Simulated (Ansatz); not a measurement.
Polymorphs of InSb, each relaxed with the program Ansatz at the PBE level (PAW):

A: zinc blende (F-43m)
a = 6.635 Å, b = 6.635 Å, c = 6.635 Å, α = 90.00°, β = 90.00°, γ = 90.00°

```json
[
 {"atom": "In", "site": "4a", "symmetry": "-43m", "x": "0.0000", "y": "0.0000", "z": "0.0000"},
 {"atom": "Sb", "site": "4c", "symmetry": "-43m", "x": "0.2500", "y": "0.2500", "z": "0.2500"}
]
```

B: NiAs type (P6_3/mmc)
a = b = 4.2608 Å, c = 7.4586 Å, α = β = 90.00°, γ = 120.00°

```
atom  site  symmetry       x       y       z
----  ----  --------  ------  ------  ------
In      2a      -3m.  0.0000  0.0000  0.0000
Sb      2c      -6m2  0.3333  0.6667  0.2500
```

C: P3_221
a = b = 4.6935 Å, c = 10.2614 Å, α = β = 90.00°, γ = 120.00°

```csv
atom,site,symmetry,x,y,z
In,3a,.2.,0.4993,0.4993,0.0000
Sb,3b,.2.,0.4996,0.4996,0.5000
```

### Question
Rank these by energy per atom at 0 K (lowest first), as PBE gives it.

### Answer
A (+0 meV/atom), C (+116 meV/atom), B (+169 meV/atom)

Typed or built starts, not in the databases checked: B; C. Not the usual ambient phase: B; C. All cells were relaxed under the symmetry of their starts (and spin orders); stability against distortions was not tested throughout. Scalar-relativistic: spin–orbit coupling is off unless named, which matters more the heavier the elements.

Energies hold the estimated change up to a 700 eV cutoff; steps of a few meV lie near the error of the meshes.

Potentials: the earlier of the program's two PAW sets.
